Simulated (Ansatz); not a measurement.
Band table of SiNi (rocksalt type)

```xyz
2
Lattice="0.0000 2.2740 2.2740 2.2740 0.0000 2.2740 2.2740 2.2740 0.0000" Properties=species:S:1:pos:R:3 pbc="T T T"
Ni    0.0000    0.0000    0.0000
Si    2.2740    2.2740    2.2740
```

The cell comes from a relaxation on PAW files under the same functional, begun from a prototype that needn't be the stable phase.

Computed with Ansatz 0.2.0; functional LDA, scalar-relativistic. Settings: a Γ-centred 16×16×16 k mesh, Fermi–Dirac smearing of 0.08 eV, no spin polarisation. Methods: LAPW: all electrons, basis error target 1 meV/atom.

This run: volume at 0.94 of the series' base cell.

Spin polarisation is left out, though a magnetic state may lie lower.

Path points, in fractions of the reciprocal vectors: Γ (0.000, 0.000, 0.000), X (0.500, 0.000, 0.500), U (0.625, 0.250, 0.625), K (0.375, 0.375, 0.750), L (0.500, 0.500, 0.500), W (0.500, 0.250, 0.750). The distance column jumps between branches of the path. Levels in eV from the Fermi level; bands 9 to 17, counted from the lowest band of the run. The gap is zero, the pressure 11.79 GPa.

```
# k(1/Å) point b9 b10 b11 b12 b13 b14 b15 b16 b17
0.000 Γ -12.99 -3.00 -3.00 -3.00 -2.99 -2.99 4.51 4.51 4.51
0.173 - -12.88 -3.08 -3.04 -2.99 -2.99 -2.97 4.30 4.30 4.44
0.345 - -12.55 -3.33 -3.16 -2.95 -2.95 -2.93 3.74 3.74 4.29
0.518 - -12.01 -3.72 -3.34 -2.86 -2.86 -2.86 2.98 2.98 4.12
0.691 - -11.27 -4.17 -3.54 -2.78 -2.72 -2.72 2.15 2.15 3.84
0.863 - -10.38 -4.63 -3.74 -2.70 -2.52 -2.52 1.33 1.33 2.69
1.036 - -9.41 -5.06 -3.91 -2.64 -2.27 -2.27 0.59 0.59 0.99
1.209 - -8.54 -5.41 -4.02 -2.59 -1.99 -1.99 -0.31 0.02 0.02
1.382 X -8.14 -5.58 -4.06 -2.58 -1.86 -1.86 -0.80 -0.22 -0.22
1.443 - -8.13 -5.58 -4.07 -2.60 -1.86 -1.85 -0.83 -0.28 -0.19
1.504 - -8.10 -5.56 -4.10 -2.66 -1.86 -1.82 -0.92 -0.40 -0.08
1.565 - -8.05 -5.53 -4.16 -2.75 -1.87 -1.79 -1.11 -0.50 0.10
1.626 - -7.99 -5.49 -4.26 -2.86 -1.89 -1.73 -1.36 -0.57 0.32
1.687 - -7.91 -5.44 -4.41 -2.98 -1.91 -1.66 -1.60 -0.62 0.58
1.748 - -7.83 -5.38 -4.63 -3.09 -1.93 -1.80 -1.57 -0.65 0.88
1.809 - -7.75 -5.31 -4.89 -3.21 -1.95 -1.93 -1.47 -0.68 1.20
1.870 U -7.69 -5.23 -5.17 -3.31 -1.99 -1.98 -1.35 -0.71 1.55
2.716 K -7.69 -5.23 -5.17 -3.31 -1.99 -1.98 -1.35 -0.71 1.55
2.899 - -7.90 -5.69 -4.94 -3.57 -2.10 -1.96 -0.88 -0.73 2.71
3.082 - -8.87 -5.36 -4.60 -3.70 -2.24 -1.92 -0.55 -0.24 4.02
3.265 - -10.01 -4.71 -4.23 -3.72 -2.41 -2.05 -0.06 0.58 5.41
3.449 - -11.04 -4.06 -3.86 -3.62 -2.59 -2.29 0.73 1.54 6.46
3.632 - -11.88 -3.55 -3.52 -3.44 -2.75 -2.56 1.76 2.58 6.08
3.815 - -12.49 -3.25 -3.23 -3.22 -2.88 -2.79 2.94 3.56 5.29
3.998 - -12.87 -3.07 -3.06 -3.05 -2.97 -2.94 4.02 4.26 4.71
4.181 Γ -12.99 -3.00 -3.00 -3.00 -2.99 -2.99 4.51 4.51 4.51
4.331 - -12.91 -3.05 -3.03 -3.03 -2.97 -2.97 4.08 4.54 4.54
4.480 - -12.66 -3.20 -3.15 -3.15 -2.88 -2.88 3.02 4.65 4.65
4.630 - -12.24 -3.48 -3.31 -3.31 -2.74 -2.74 1.74 4.81 4.81
4.780 - -11.67 -3.94 -3.49 -3.49 -2.58 -2.58 0.53 5.02 5.02
4.929 - -10.95 -4.66 -3.66 -3.66 -2.40 -2.40 -0.39 5.26 5.26
5.079 - -10.10 -5.62 -3.80 -3.80 -2.24 -2.24 -0.97 5.57 5.57
5.228 - -9.15 -6.69 -3.88 -3.88 -2.13 -2.13 -1.26 5.94 5.94
5.378 L -8.46 -7.43 -3.92 -3.92 -2.08 -2.08 -1.35 6.38 6.38
5.500 - -8.43 -7.38 -3.94 -3.90 -2.09 -2.08 -1.36 5.26 5.39
5.622 - -8.35 -7.21 -4.02 -3.85 -2.09 -2.06 -1.40 4.09 4.24
5.744 - -8.22 -6.94 -4.15 -3.78 -2.09 -2.01 -1.45 3.02 3.06
5.866 - -8.05 -6.58 -4.32 -3.72 -2.09 -1.93 -1.50 1.92 2.05
5.988 - -7.86 -6.14 -4.52 -3.69 -2.07 -1.78 -1.56 0.87 1.21
6.110 - -7.68 -5.64 -4.71 -3.75 -2.01 -1.58 -1.58 -0.04 0.50
6.233 - -7.54 -5.16 -4.85 -3.92 -1.91 -1.53 -1.34 -0.76 -0.05
6.355 W -7.48 -4.91 -4.91 -4.07 -1.85 -1.34 -1.20 -1.20 -0.30
6.441 - -7.52 -5.05 -4.76 -4.00 -1.85 -1.34 -1.34 -1.05 -0.30
6.527 - -7.61 -5.18 -4.61 -3.82 -1.85 -1.47 -1.31 -0.89 -0.30
6.614 - -7.73 -5.30 -4.46 -3.56 -1.85 -1.58 -1.27 -0.73 -0.29
6.700 - -7.86 -5.40 -4.33 -3.26 -1.85 -1.68 -1.20 -0.57 -0.28
6.786 - -7.97 -5.48 -4.22 -2.98 -1.86 -1.76 -1.09 -0.44 -0.27
6.873 - -8.06 -5.54 -4.13 -2.76 -1.86 -1.81 -0.96 -0.32 -0.25
6.959 - -8.12 -5.57 -4.08 -2.62 -1.86 -1.84 -0.85 -0.25 -0.23
7.045 X -8.14 -5.58 -4.06 -2.58 -1.86 -1.86 -0.80 -0.22 -0.22
```
